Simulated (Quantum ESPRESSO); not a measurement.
Simulation results for Ga3GeN4 (made-up cell)

All values are calculated (Quantum ESPRESSO 7.5). Calculation on a made-up crystal cell, not a measurement: periodic Kohn-Sham density functional theory in plane waves with PseudoDojo standard norm-conserving scalar-relativistic pseudopotentials, each functional with its own files (v0.5 for PBE, v0.4.1 for LDA and PBEsol), no spin polarisation, no spin-orbit coupling, atoms not relaxed, stress positive in tension, energies less a fixed whole-eV offset for each atom's element; levels are Kohn-Sham levels at fractions of this cell's reciprocal vectors, counted from the reference band (half the neutral cell's valence electrons, rounded up) at Gamma; error bars cover cutoff and k-mesh only, not smearing or the files; added strain carries the atoms with the cell, and shear is the tensor component; each bar is the largest change over components, and at least 0.002 eV, 0.002 eV per angstrom or 0.02 GPa; energies are for the whole cell, and the offsets were chosen from early runs and are not element reference energies.

```cif
# cell vector a (Å): 3.2531 0.0046 0.0537
# cell vector b (Å): 0.0080 5.5920 0.0270
# cell vector c (Å): 0.0877 0.0255 5.2444
data_Ga3GeN4
_symmetry_space_group_name_H-M 'P 1'
_symmetry_Int_Tables_number 1
_cell_length_a 3.2535
_cell_length_b 5.5921
_cell_length_c 5.2452
_cell_angle_alpha 89.443
_cell_angle_beta 88.096
_cell_angle_gamma 89.832
_cell_volume 95.37
loop_
_atom_site_label
_atom_site_type_symbol
_atom_site_fract_x
_atom_site_fract_y
_atom_site_fract_z
_atom_site_occupancy
Ga1 Ga 0.00712 0.03890 0.02200 1
Ga2 Ga 0.46511 0.49358 0.98291 1
Ga3 Ga 0.47996 0.18748 0.50569 1
Ge1 Ge 0.99873 0.65641 0.46847 1
N1 N 0.98211 0.99719 0.33761 1
N2 N 0.50262 0.49524 0.36886 1
N3 N 0.43988 0.14555 0.84455 1
N4 N 0.93479 0.68256 0.87651 1
_calc_lattice_type 'wurtzite'
_calc_functional 'pbe'
_calc_cutoff 1143  # eV
_calc_fermi_dirac_smearing 0.1  # eV
_calc_scf_tolerance 1e-07  # eV
_calc_electrons_removed 0
_calc_added_strain_kind 'biaxial xx and yy'
_calc_added_strain -0.0172
_calc_k_mesh '8 x 6 x 6, shifted by half a step'
_calc_structure_shown 'before the added strain of -0.0172'
_calc_free_energy_less_offsets 0.6691  # eV
_calc_smearing_term_minus_ts -0.04792  # eV
_calc_scf_iterations 12
_calc_pressure 19.08  # GPa
_calc_stress_xx -16.16  # GPa
_calc_stress_yy -11.04  # GPa
_calc_stress_zz -30.05  # GPa
_calc_stress_yz 8.479  # GPa
_calc_stress_xz 8.536  # GPa
_calc_stress_xy -4.349  # GPa
_calc_fermi_level 2.278  # eV
_calc_reference_band 37
_calc_error_bar_energy 0.003816  # eV
_calc_error_bar_stress 0.04067  # GPa
_calc_error_bar_force 0.009484  # eV/angstrom
_calc_error_bar_next_band_up 0.002  # eV
_calc_error_bar_fermi_level 0.007654  # eV
_calc_error_bars_from 'tighter rerun of this cell'
```

Atoms:
```tsv
atoms element	atom site	atom energy offset (eV)
Ga	1	-2080
Ga	2	-2080
Ga	3	-2080
Ge	4	-2430
N	5	-283
N	6	-283
N	7	-283
N	8	-283
```

Forces:
```tsv
site	x (eV/Å)	y (eV/Å)	z (eV/Å)
1	-3.314	-2.008	-5.604
2	-0.899	0.5371	-0.4485
3	0.0154	-3.009	-1.892
4	-0.5584	1.752	1.864
5	-0.1593	0.02366	7.219
6	-0.0004586	0.8457	-1.333
7	3.39	2.321	1.047
8	1.527	-0.463	-0.8524
```

Levels:
```tsv
level k point	next band up (eV)
Gamma	2.344
(1/2,1/2,1/2)	2.04
(0.15,0,0)	3.306
(0,0.15,0)	2.581
(0,0,0.15)	2.398
```
